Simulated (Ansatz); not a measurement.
Relaxed-ion elastic tensor of MgS (rock salt, space group No. 225) in GPa (Voigt order), PBEsol in the plane-wave PAW code Ansatz; density 2.69 g/cm³, 17.39 Å³ per atom.

```
 153  40.9  40.9   0.0   0.0   0.0
40.9   153  40.9   0.0   0.0   0.0
40.9  40.9   153   0.0   0.0   0.0
 0.0   0.0   0.0  54.2   0.0   0.0
 0.0   0.0   0.0   0.0  54.2   0.0
 0.0   0.0   0.0   0.0   0.0  54.2
```

Question: Is the crystal mechanically stable?

Answer: Yes: the smallest eigenvalue of C is 54.2 GPa.

Question: Work out the Voigt, Reuss and Hill averages.

Answer: K_V = 78.1, K_R = 78.1, K_H = 78.1; G_V = 54.8, G_R = 54.8, G_H = 54.8 GPa.

Question: Give Young's modulus, Poisson's ratio, Pugh's ratio and the universal anisotropy index.

Answer: E = 9KG/(3K + G) = 133 GPa; ν = 0.22; K/G = 1.43 (brittle by the Pugh limit of 1.75); A_U = 5G_V/G_R + K_V/K_R − 6 = 0.00.

Question: Estimate the sound speeds and the Debye temperature.

Answer: v_l = √((K + 4G/3)/ρ) = 7500 m/s, v_t = √(G/ρ) = 4510 m/s, mean 4990 m/s; Θ = (h/k)(3n/4πV)^(1/3) v_m = 574 K.

Question: Give the Zener ratio and Young's modulus along [100], [110] and [111].

Answer: A = 2C44/(C11 − C12) = 0.97; 1/E = S11 − 2(S11 − S12 − S44/2)Γ with Γ = 0, 1/4, 1/3 gives 135, 133, 132 GPa.

Question: Solve the Christoffel equation for the three sound speeds along [100], [110], [111].

Answer: Eigenvalues of C_ijkl n_j n_l equal ρv². In km/s, slowest first: [100] 4.49, 4.49, 7.53; [110] 4.49, 4.55, 7.49; [111] 4.53, 4.53, 7.47.

Space group Fm-3m (rock salt). The cell was relaxed with PBEsol under the symmetry of its start.

Potentials: the earlier of the program's two PAW sets. The files were generated under PBE; for other functionals the program regenerates the frozen cores, and for LDA and PBEsol the local potential too.
